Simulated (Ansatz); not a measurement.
Te₂Pd₃:
```
Te2Pd3
1.0
    1.94638    -6.40802     0.00000
    1.94638     6.40802     0.00000
    0.00000     0.00000     7.95063
Te Pd
4 6
Direct
  0.00000   0.00000   0.50000
  0.00000   0.00000   0.00000
  0.74191   0.25809   0.25000
  0.25809   0.74191   0.75000
  0.53441   0.46559   0.25000
  0.46559   0.53441   0.75000
  0.66216   0.33784   0.56840
  0.33784   0.66216   0.43160
  0.33784   0.66216   0.06840
  0.66216   0.33784   0.93160
```

Relaxed with r²SCAN. Special points in fractions of this cell's reciprocal vectors: Γ (0.000, 0.000, 0.000); Y (-0.500, 0.500, 0.000); C0 (-0.273, 0.727, 0.000); Σ0 (0.273, 0.273, 0.000); Z (0.000, 0.000, 0.500); A0 (0.273, 0.273, 0.500); E0 (-0.273, 0.727, 0.500); T (-0.500, 0.500, 0.500); S (0.000, 0.500, 0.000); R (0.000, 0.500, 0.500).

Problem. List the band energies nearest the Fermi level at these points for the program Ansatz at the r²SCAN level (PAW).

Solution. In eV from the Fermi level; about four levels below and three above (degenerate sets whole), none deeper than 8.9 eV; points with the same levels are listed once.

```
k                     below                above
--  -----------------------  -------------------
Γ   -1.34 -0.79 -0.48 -0.32       0.14 1.05 1.66
Y   -1.29 -0.94 -0.43 -0.06       0.94 1.32 1.36
C0  -1.84 -1.56 -1.31 -1.09       0.25 0.43 0.51
Z   -1.30 -1.30 -0.65 -0.65  0.48 0.48 0.62 0.62
A0  -0.28 -0.28 -0.21 -0.21  1.04 1.04 2.76 2.76
T   -0.60 -0.60 -0.33 -0.33  0.72 0.72 1.81 1.81
S   -1.10 -0.94 -0.63 -0.17       1.17 1.25 1.44
R   -0.40 -0.40 -0.15 -0.15  0.87 0.87 2.74 2.74
```

Space group Cmcm. The first step of the workflow began from a Materials Project structure, measured or hypothetical; the Crystallography Open Database copy checked does not list it. Whether it is the stable phase at ambient conditions was not checked. Symmetry was held in the r²SCAN relaxation; whether a distortion lowers the energy is not shown. No spin polarisation was allowed. Scalar-relativistic: spin–orbit coupling is off unless named, which matters more the heavier the elements.

Potentials: the later of the program's two PAW sets.
